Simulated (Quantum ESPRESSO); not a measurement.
Si6NAl, a curve over strain

A calculation, not a measurement. The program is pw.x of Quantum ESPRESSO 7.5 (plane-wave density functional theory). The cell is made up: 8 atoms on a zincblende/diamond lattice, with randomly drawn elements, strain and displacements, not relaxed. PseudoDojo standard norm-conserving files (v0.5 for PBE, v0.4.1 for LDA and PBEsol) set the functional; there is no spin polarisation, spin-orbit coupling or dispersion term, and the masses in the input are unused placeholders.

Seven runs add a strain to one cell (the same linear strain along x, y and z); the atoms follow the cell and are not relaxed. Stress in the table is positive in tension.

Input of the run at +0.0057:

```
&control calculation='scf', pseudo_dir='./dojo.nc.sr.pbe.v0_5.standard.upf', outdir='./o', disk_io='medium', tprnfor=.true., tstress=.true. /
&system ibrav=0, nat=8, ntyp=3, nbnd=26, ecutwfc=84.00895049, nosym=.true., tot_charge=0,
 occupations='smearing', smearing='fd', degauss=0.0073498644
/
&electrons conv_thr=7.350e-09, electron_maxstep=60, /
ATOMIC_SPECIES
Al 1.0 Al.upf
N 1.0 N.upf
Si 1.0 Si.upf
CELL_PARAMETERS angstrom
5.5298 0.0 0.0
0.0 5.5298 0.0
0.0 0.0 5.5298
ATOMIC_POSITIONS angstrom
Si 0.1009 0.0386 -0.0496
Si 0.0695 2.8196 2.748
N 2.7373 0.0013 2.8432
Si 2.829 2.7888 -0.1126
Al 1.3903 1.4681 1.4468
Si 1.4622 4.0423 4.2418
Si 4.2145 1.3848 4.0662
Si 4.0246 4.2803 1.3306
K_POINTS automatic
6 6 6 1 1 1
```

| added strain | free energy less that of the input shown (eV) | stress xx (GPa) | stress yy (GPa) | stress zz (GPa) | stress xy (GPa) | pressure (GPa) | iterations |
| --- | --- | --- | --- | --- | --- | --- | --- |
| -0.0170 | -0.3538 | 3.10 | 2.84 | 2.41 | 1.96 | -2.79 | 11 |
| -0.0115 | -0.2978 | 4.29 | 4.02 | 3.60 | 1.79 | -3.97 | 11 |
| -0.0074 | -0.2430 | 5.11 | 4.83 | 4.41 | 1.66 | -4.79 | 11 |
| +0.0057 | 0.0000 | 7.41 | 7.12 | 6.71 | 1.31 | -7.08 | 11 |
| +0.0101 | 0.1031 | 8.08 | 7.78 | 7.38 | 1.20 | -7.75 | 11 |
| +0.0163 | 0.2654 | 8.94 | 8.64 | 8.24 | 1.06 | -8.61 | 11 |
| +0.0206 | 0.3890 | 9.49 | 9.19 | 8.79 | 0.96 | -9.16 | 11 |

A cubic fit gives a slope of stress xx against the added strain of 173 GPa at zero added strain, with the atoms clamped. Across the table the free energy follows the integral of the stress to within 0.8 meV. A rerun of one of the cells at 1437 eV and a 8 x 8 x 8 mesh moved values by no more than 0.007 eV in energy, 0.04 GPa in stress and 0.014 eV/Å in force.